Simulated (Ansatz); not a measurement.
NiSb (NiAs type, P6_3/mmc) under volume change, PBEsol in the plane-wave PAW code Ansatz, shape and atoms relaxed at each volume.

```json
[
 {"V (Å³/atom)": "15.317", "E − E(relaxed) (meV/atom)": "67.4", "P (GPa)": "15.55"},
 {"V (Å³/atom)": "15.822", "E − E(relaxed) (meV/atom)": "…", "P (GPa)": "…"},
 {"V (Å³/atom)": "16.327", "E − E(relaxed) (meV/atom)": "6.7", "P (GPa)": "4.34"},
 {"V (Å³/atom)": "16.832", "E − E(relaxed) (meV/atom)": "0.0", "P (GPa)": "0.01"},
 {"V (Å³/atom)": "17.337", "E − E(relaxed) (meV/atom)": "5.8", "P (GPa)": "-3.59"},
 {"V (Å³/atom)": "17.842", "E − E(relaxed) (meV/atom)": "…", "P (GPa)": "…"},
 {"V (Å³/atom)": "18.347", "E − E(relaxed) (meV/atom)": "46.8", "P (GPa)": "-9.10"}
]
```

Task: Fill in the missing entries.

Result: 
- 15.822, E − E(relaxed) (meV/atom): 28.2
- 15.822, P (GPa): 9.48
- 17.842, E − E(relaxed) (meV/atom): 22.0
- 17.842, P (GPa): -6.59

Task: What does a third-order Birch–Murnaghan fit give for V₀, B₀ and B′?

Result: V₀ = 16.84 Å³/atom, B₀ = 131 GPa, B′ = 4.9.

Symmetry was held in the PBEsol relaxation; of distortions, only those at the zone centre were tested. The workflow began spin-polarised and lost its moments. Scalar-relativistic: spin–orbit coupling is off unless named, which matters more the heavier the elements.

Potentials: the later of the program's two PAW sets.
